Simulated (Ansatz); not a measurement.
KF (rock salt, Fm-3m), PBEsol (plane waves, PAW; program Ansatz). The conduction-band minimum lies at Γ, with 1 equivalent valley. Second derivatives d²E/dk² of the lowest band at one valley (eV·Å²), along Cartesian directions:

| direction | d²E/dk² |
|---|---|
| [100] | 14.20 |
| [010] | 14.20 |
| [001] | 14.20 |
| [110] | 14.20 |
| [101] | 14.20 |
| [011] | 14.20 |

Task: Find the principal effective masses, the density-of-states mass and the conductivity mass.

Result: Off-diagonal terms follow from H_xy = H[110] − (H_xx + H_yy)/2, and m*/mₑ = 7.620 eV·Å² over each eigenvalue: 0.54, 0.54, 0.54. One valley's DOS mass (m₁m₂m₃)^(1/3) = 0.54, conductivity mass 3/(Σ 1/mᵢ) = 0.54 mₑ.

Task: What effective density of states Nc follows at 300 K for parabolic valleys?

Result: Nc = 2.509e19 × 1 × (0.54)^(3/2) ≈ 1.0e19 cm⁻³.

Symmetry was held in the PBEsol relaxation.

Potentials: the later of the program's two PAW sets.

Edges and masses are those of Kohn–Sham bands, whose gap is no quasiparticle gap.
